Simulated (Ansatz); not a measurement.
# Be: from a starting cell to a relaxed one

The start is a generated cell, Be built in the AFLOW prototype A_oC8_64_f (A14, as in I). The structure is fully relaxed (lattice and positions, P = 0) with r2SCAN (plane waves to 500 eV, PAW, scalar-relativistic; Ansatz, a program for electronic structure). First-step values are on the input's coarse k-mesh.

Ansatz input (later rounds restart from its end on a renewed k-mesh):
Ansatz 0.2 input:
```yaml
crystal:
  lattice:
    - [2.0837049, -1.3639415, 0]
    - [2.0837049, 1.3639415, 0]
    - [0, 0, 5.7342233]
  atoms:
    - { symbol: Be, position: [0.84515, 0.15485, 0.1175] }
    - { symbol: Be, position: [0.15485, 0.84515, 0.8825] }
    - { symbol: Be, position: [0.34515, 0.65485, 0.3825] }
    - { symbol: Be, position: [0.65485, 0.34515, 0.6175] }
basis: { ecutwfc: 500, ecutrho_ratio: 4, xc_grid: 4, fft_grid_basis: typed }
kpoints: { mp_grid: { grid: [14, 14, 6] } }
hamiltonian:
  xc: r2scan
  dispersion: none
  pseudopotentials: { azcp: { folder: ./paw }, kind: paw }
scf: { occupations: { method: fermi_dirac, width: 0.05 } }
relax: { f_tol: 0.01, max_steps: 100, cell: { stress_tol: 0.02 } }
output: { forces: true, stress: true }
```

### Question
What pressure does the first self-consistent step give?

### Answer
+23.6 GPa (positive: the cell is compressed).

### Question
Which atoms feel the largest initial force, and how large is it?

### Answer
6.31 eV/Å, on Be1, Be2, Be3, Be4 (atoms numbered as listed).

### Question
Does the structure survive the relaxation? Give the final space group.

### Answer
The space group goes from Cmce (No. 64) to Im-3m (No. 229); the end is bcc (W type), with 1 atom in the primitive cell.

### Question
By how much does the energy per atom fall from start to end?

### Answer
1.09 eV/atom.

### Question
How does the volume per atom move from start to end?

### Answer
-4.2 %, from 8.15 to 7.81 Å³/atom.

### Question
Is the relaxed structure metallic? Give its gap.

### Answer
No gap (metallic).

Final values are on a 26×26×26 k-mesh of the relaxed cell. No spin polarisation in the result.

The run could not lose the symmetry of its start, so the end can be a saddle point.

The relaxed structure here is a generated cell of Be: the first start was made by placing the elements on the sites of a structure type, and the end was not matched to a known phase here, so it may be hypothetical. Known forms of Be include space group No. 194.
